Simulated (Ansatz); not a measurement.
BaTiO3:
```yaml
crystal:
  lattice:
    - [3.95040, 0.00000, 0.00000]
    - [0.00000, 3.95040, 0.00000]
    - [0.00000, 0.00000, 4.13586]
  atoms:
    - { symbol: Ti, position: [0.50000, 0.50000, 0.45611] }
    - { symbol: Ba, position: [0.00000, 0.00000, 0.93783] }
    - { symbol: O, position: [0.50000, 0.50000, 0.89020] }
    - { symbol: O, position: [0.50000, 0.00000, 0.41093] }
    - { symbol: O, position: [0.00000, 0.50000, 0.41093] }
```

Relaxed with HSE06.

Question: Give the Bader charges and basin volumes of the independent atoms, HSE06 (plane waves, PAW; program Ansatz).

Answer: 

| atom | Bader charge (e) | Bader volume (Å³) |
|---|---|---|
| Ti1 | +2.37 | 7.0 |
| Ba2 | +1.59 | 20.3 |
| O3 | -1.29 | 12.4 |
| O4 | -1.34 | 12.5 |

Space group P4mm. The HSE06 relaxation kept the symmetry of its start. The run is not spin-polarised. Scalar-relativistic: spin–orbit coupling is off unless named, which matters more the heavier the elements.

Potentials: the later of the program's two PAW sets.
